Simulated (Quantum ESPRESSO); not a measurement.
# AlGe2N3O: input and log of a self-consistent run

A calculation, not a measurement. The program is pw.x of Quantum ESPRESSO 7.5 (plane-wave density functional theory). The cell is made up: 7 atoms on a wurtzite lattice with one site empty, with randomly drawn elements, strain and displacements, not relaxed. PseudoDojo standard norm-conserving files (v0.5 for PBE, v0.4.1 for LDA and PBEsol) set the functional; there is no spin polarisation, spin-orbit coupling or dispersion term, and the masses in the input are unused placeholders. A spin-polarised start on this cell or one of its family kept no moment.

Input:

```
&control calculation='scf', pseudo_dir='./dojo.nc.sr.pbe.v0_5.standard.upf', outdir='./o', disk_io='medium', tprnfor=.true., tstress=.true. /
&system ibrav=0, nat=7, ntyp=4, nbnd=32, ecutwfc=84.00895049, nosym=.true., tot_charge=0,
 occupations='smearing', smearing='fd', degauss=0.0018374661
/
&electrons conv_thr=7.350e-09, electron_maxstep=60, /
ATOMIC_SPECIES
Al 1.0 Al.upf
Ge 1.0 Ge.upf
N 1.0 N.upf
O 1.0 O.upf
CELL_PARAMETERS angstrom
3.0796 -0.0207 -0.0386
-0.0358 5.3183 -0.0234
-0.063 -0.0221 4.896
ATOMIC_POSITIONS angstrom
Al 1.3195 2.6128 0.0489
Ge 1.592 0.8012 2.5651
Ge -0.1302 3.467 2.4594
N 0.1407 0.0553 1.8584
N 1.5777 2.7254 1.7051
O 1.3968 0.8248 4.3514
N 0.0363 3.5705 4.3304
K_POINTS automatic
6 4 4 1 1 1
```

The log is shortened where brackets say so; the opening notice, blank lines, dates and the lines on written files are dropped, and the path of the files is cut. It prints rydbergs, bohrs and kilobars, and counts compression as positive stress. With no partly filled state, the Fermi energy that it prints is only some level between the filled and the empty states on the mesh, and need not lie in the true gap.

```
     Program PWSCF v.7.5
     Parallel version (MPI & OpenMP), running on       1 processor cores
     Number of MPI processes:                 1
     Threads/MPI process:                     1
     [start-up lines left out]
     bravais-lattice index     =            0
     lattice parameter (alat)  =       5.8202  a.u.
     unit-cell volume          =     541.0115 (a.u.)^3
     number of atoms/cell      =            7
     number of atomic types    =            4
     number of electrons       =        52.00
     number of Kohn-Sham states=           32
     kinetic-energy cutoff     =      84.0090  Ry
     charge density cutoff     =     336.0358  Ry
     scf convergence threshold =      7.3E-09
     mixing beta               =       0.7000
     number of iterations used =            8  plain     mixing
     Exchange-correlation= PBE
                           (   1   4   3   4   0   0   0)
     [axes and pseudopotential details left out]
   Cartesian axes
     site n.     atom                  positions (alat units)
         1        Al     tau(   1) = (   0.4284214   0.8483361   0.0158771  )
         2        Ge     tau(   2) = (   0.5168980   0.2601373   0.8328486  )
         3        Ge     tau(   3) = (  -0.0422739   1.1256817   0.7985294  )
         4        N      tau(   4) = (   0.0456831   0.0179551   0.6033940  )
         5        N      tau(   5) = (   0.5122550   0.8848956   0.5536198  )
         6        O      tau(   6) = (   0.4535195   0.2677999   1.4128328  )
         7        N      tau(   7) = (   0.0117861   1.1592866   1.4060144  )
     number of k points=    48  Fermi-Dirac smearing, width (Ry)=  0.0018
                       cart. coord. in units 2pi/alat
        k(    1) = (   0.0848380   0.0733128   0.0800560), wk =   0.0416667
        k(    2) = (   0.0868143   0.0740182   0.2373513), wk =   0.0416667
     [further k points left out]
     Dense  grid:    56213 G-vectors     FFT dimensions: (  36,  60,  54)
     Estimated max dynamical RAM per process >      69.59 MB
     Initial potential from superposition of free atoms
     starting charge      51.9959, renormalised to      52.0000
     Starting wfcs are   38 randomized atomic wfcs
     total cpu time spent up to now is        6.8 secs
     per-process dynamical memory:    46.3 Mb
     Self-consistent Calculation
     iteration #  1     ecut=    84.01 Ry     beta= 0.70
     Davidson diagonalization with overlap
     ethr =  1.00E-02,  avg # of iterations =  3.0
     total cpu time spent up to now is       22.0 secs
     total energy              =    -456.10965916 Ry
     estimated scf accuracy    <       2.28141144 Ry
     iteration #  2     ecut=    84.01 Ry     beta= 0.70
     Davidson diagonalization with overlap
     ethr =  4.39E-03,  avg # of iterations =  2.8
     total cpu time spent up to now is       34.8 secs
     total energy              =    -456.17423743 Ry
     estimated scf accuracy    <       4.48490720 Ry
     iteration #  3     ecut=    84.01 Ry     beta= 0.70
     Davidson diagonalization with overlap
     ethr =  4.39E-03,  avg # of iterations =  2.1
     total cpu time spent up to now is       46.6 secs
     total energy              =    -457.12660222 Ry
     estimated scf accuracy    <       0.45648073 Ry
     iteration #  4     ecut=    84.01 Ry     beta= 0.70
     Davidson diagonalization with overlap
     ethr =  8.78E-04,  avg # of iterations =  2.0
     total cpu time spent up to now is       57.8 secs
     total energy              =    -457.17501101 Ry
     estimated scf accuracy    <       0.04292133 Ry
     iteration #  5     ecut=    84.01 Ry     beta= 0.70
     Davidson diagonalization with overlap
     ethr =  8.25E-05,  avg # of iterations =  3.8
     total cpu time spent up to now is       72.6 secs
     total energy              =    -457.17873054 Ry
     estimated scf accuracy    <       0.00528893 Ry
     [iterations 6 to 8 left out]
     iteration #  9     ecut=    84.01 Ry     beta= 0.70
     Davidson diagonalization with overlap
     ethr =  3.34E-08,  avg # of iterations =  3.9
     total cpu time spent up to now is      126.4 secs
     total energy              =    -457.18050521 Ry
     estimated scf accuracy    <       0.00001223 Ry
     iteration # 10     ecut=    84.01 Ry     beta= 0.70
     Davidson diagonalization with overlap
     ethr =  2.35E-08,  avg # of iterations =  2.0
     total cpu time spent up to now is      140.9 secs
     total energy              =    -457.18050658 Ry
     estimated scf accuracy    <       0.00000157 Ry
     iteration # 11     ecut=    84.01 Ry     beta= 0.70
     Davidson diagonalization with overlap
     ethr =  3.03E-09,  avg # of iterations =  2.0
     total cpu time spent up to now is      153.3 secs
     total energy              =    -457.18050687 Ry
     estimated scf accuracy    <       0.00000006 Ry
     iteration # 12     ecut=    84.01 Ry     beta= 0.70
     Davidson diagonalization with overlap
     ethr =  1.21E-10,  avg # of iterations =  4.0
     total cpu time spent up to now is      165.9 secs
     total energy              =    -457.18050688 Ry
     estimated scf accuracy    <       0.00000002 Ry
     iteration # 13     ecut=    84.01 Ry     beta= 0.70
     Davidson diagonalization with overlap
     ethr =  4.58E-11,  avg # of iterations =  2.0
     total cpu time spent up to now is      178.0 secs
     End of self-consistent calculation
          k = 0.0848 0.0733 0.0801 (  7045 PWs)   bands (ev):
   -16.4199 -16.2762 -16.1731 -16.1404 -16.1150 -15.9738 -15.9106 -15.8685
   -15.8081 -15.7395  -9.2628  -8.0615  -5.9765  -4.3179   0.4500   1.1291
     3.4527   3.8899   5.2322   5.5438   6.3800   6.8861   7.9950   8.1844
     8.7708   8.8722  10.6938  12.0632  13.4191  14.7458  16.0840  16.4626
     [levels at the other k points left out]
     the Fermi energy is     9.7885 ev
!    total energy              =    -457.18050689 Ry
     estimated scf accuracy    <          2.2E-09 Ry
     smearing contrib. (-TS)   =      -0.00000000 Ry
     internal energy E=F+TS    =    -457.18050689 Ry
     The total energy is F=E-TS. E is the sum of the following terms:
     one-electron contribution =    -213.29315719 Ry
     hartree contribution      =     142.76799384 Ry
     xc contribution           =    -116.60411334 Ry
     ewald contribution        =    -270.05123019 Ry
     convergence has been achieved in  13 iterations
     Forces acting on atoms (cartesian axes, Ry/au):
     atom    1 type  1   force =     0.14501146   -0.09346797   -0.20885469
     atom    2 type  2   force =     0.06368087   -0.01442971    0.06011590
     atom    3 type  2   force =     0.16639976    0.17043399    0.15515495
     atom    4 type  3   force =    -0.10369370   -0.04826566    0.01063247
     atom    5 type  3   force =    -0.11629769   -0.09497787    0.13860004
     atom    6 type  4   force =     0.01583453    0.08764594   -0.04064516
     atom    7 type  3   force =    -0.17093523   -0.00693872   -0.11500352
     Total force =     0.518749     Total SCF correction =     0.000160
     Computing stress (Cartesian axis) and pressure
          total   stress  (Ry/bohr**3)                   (kbar)     P=      126.94
   0.00130999  -0.00005952   0.00099230          192.71       -8.76      145.97
  -0.00005952   0.00019539   0.00026604           -8.76       28.74       39.14
   0.00099230   0.00026604   0.00108337          145.97       39.14      159.37
     init_run     :      6.18s CPU      6.61s WALL (       1 calls)
     electrons    :    153.55s CPU    171.26s WALL (       1 calls)
     forces       :      2.51s CPU      2.55s WALL (       1 calls)
     stress       :      9.44s CPU      9.51s WALL (       1 calls)
     [timing details left out]
     PWSCF        :   2m51.90s CPU   3m10.24s WALL
     JOB DONE.
```

In other units: free energy -6220.258 eV for the cell, pressure 12.69 GPa, largest force component 5.370 eV/Å. A rerun of this cell at 1437 eV and a 8 x 6 x 6 mesh moved values by no more than 0.002 eV in energy, 0.03 GPa in stress and 0.004 eV/Å in force.